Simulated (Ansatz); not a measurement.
An inverse problem

Cell vectors (Å):

```
 3.1871  0.0000  0.0000
-1.5936  2.7601  0.0000
 0.0000  0.0000  5.1524
```

| atom | a | b | c |
| --- | --- | --- | --- |
| Zn | 0.3333 | 0.6667 | 0.5003 |
| Zn | 0.6667 | 0.3333 | 0.0003 |
| X | 0.6667 | 0.3333 | 0.3787 |
| X | 0.3333 | 0.6667 | 0.8787 |

These are results of LDA, PAW on Ansatz 0.2.0's default frozen-core files (fitted under PBE), scalar-relativistic, not measurements. k mesh 8×8×4, strains of ±0.005, fixed occupations.

Elastic constants of a crystal by Kohn-Sham DFT: slopes of the stress over finite engineering strains of the given cell, Voigt indices, Cartesian axes as in the cell vectors.

```tsv
index	elastic (GPa)
11	219.8
12	138.1
13	123.5
33	238.3
44	37.7
```

Problem. All X atoms are one element. Which one was computed?

Solution. O; the crystal is ZnO (P6_3mc).

Known limits: frozen-core PAW files fitted under PBE, their cores solved anew for the functional of the run; constants at zero field, no piezoelectric stiffening.
